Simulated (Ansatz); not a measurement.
Polymorphs of AlN, each relaxed with r²SCAN+D4 (plane waves, PAW; program Ansatz):

A: P4/mmm
a = 2.6675 Å, b = 2.6675 Å, c = 3.9997 Å, α = 90.00°, β = 90.00°, γ = 90.00°

```json
[
 {"atom": "Al", "site": "1c", "symmetry": "4/mmm", "x": "0.5000", "y": "0.5000", "z": "0.0000"},
 {"atom": "N", "site": "1a", "symmetry": "4/mmm", "x": "0.0000", "y": "0.0000", "z": "0.0000"}
]
```

B: rock salt (Fm-3m)
a = 4.026 Å, b = 4.026 Å, c = 4.026 Å, α = 90.00°, β = 90.00°, γ = 90.00°

```
atom  site  symmetry       x       y       z
----  ----  --------  ------  ------  ------
Al      4b      m-3m  0.5000  0.5000  0.5000
N       4a      m-3m  0.0000  0.0000  0.0000
```

Problem. Order them by energy per atom at 0 K (lowest first) at the level r²SCAN+D4.

Solution. B (+0 meV/atom), A (+665 meV/atom)

Problem. Give each one's gap.

Solution. A 0.76 eV; B 5.61 eV.

Constructed cells (a structure type filled with these elements, in neither database checked): A. Not the usual ambient phase: A; B. Unstable at this level: A. All cells were relaxed under the symmetry of their starts (and spin orders); stability against distortions was not tested throughout.

Energies hold the estimated change up to a 700 eV cutoff; steps of a few meV lie near the error of the meshes.

Potentials: the later of the program's two PAW sets.
